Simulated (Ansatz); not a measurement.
ZrO₂ (tetragonal-ZrO2 type, space group P4_2/nmc)

Space group P4₂/nmc, origin choice 1 (No. 137); a = 3.601 Å, b = 3.601 Å, c = 5.228 Å, α = 90.00°, β = 90.00°, γ = 90.00°

| atom | site | symmetry | x | y | z |
|---|---|---|---|---|---|
| Zr | 2a | -4m2 | 0.0000 | 0.0000 | 0.0000 |
| O | 4d | 2mm. | 0.0000 | 0.5000 | 0.1968 |

Two coordinates are scanned: the volume, and the ratio of the stretch along z (the conventional c axis) to the stretch across it. Atoms keep their fractional coordinates.

All values below come from r2SCAN (plane waves to 500 eV, PAW, scalar-relativistic; Ansatz, a first-principles code). k mesh 9×9×7 (Γ-centred), Fermi-Dirac smearing 0.05 eV. E stands for the smeared free energy. Stress and pressure are positive under compression. As the atoms are clamped, bonds stretch with the cell, which overstates energies and stresses. This is a high-temperature form of ZrO2. ZrO2 is run without spin polarisation. ZrO2 was relaxed with its symmetry unable to fall. ΔE is measured from the relaxed starting cell.

ΔE (kJ/mol of atoms), with V/V₀ across and (c/a)/(c/a)₀ down:

```tsv
(c/a)/(c/a)₀ \ V/V₀	0.920	0.960	1.000	1.040	1.080
0.880	18.42	14.29	13.41	15.16	19.05
0.940	8.56	4.17	3.06	4.63	8.36
1.000	6.22	1.45	0.00	1.26	4.73
1.060	9.63	4.43	2.60	3.51	6.66
1.120	17.47	11.86	9.65	10.20	13.01
```

P (GPa), with V/V₀ across and (c/a)/(c/a)₀ down:

```csv
(c/a)/(c/a)₀ \ V/V₀,0.920,0.960,1.000,1.040,1.080
0.880,22.0,8.8,-1.9,-10.6,-17.7
0.940,23.0,9.7,-1.2,-10.0,-17.2
1.000,24.5,11.0,0.0,-9.0,-16.3
1.060,26.2,12.5,1.3,-7.7,-15.1
1.120,27.7,13.9,2.7,-6.4,-13.9
```

Read from the data:

- Modulus against c/a change at fixed volume, (3/4V)·∂²E/∂(ln c/a)² (fit, atoms clamped) = 173 GPa, an upper bound as the atoms could relax
- Lowest place on the grid = V/V₀ = 1.000, (c/a)/(c/a)₀ = 1.000 (0.0 meV/atom)
- Highest place on the grid = V/V₀ = 1.080, (c/a)/(c/a)₀ = 0.880 (197.5 meV/atom)

(A scan under strain: stresses follow from slopes of the energy per volume, elastic moduli from its curvatures.)
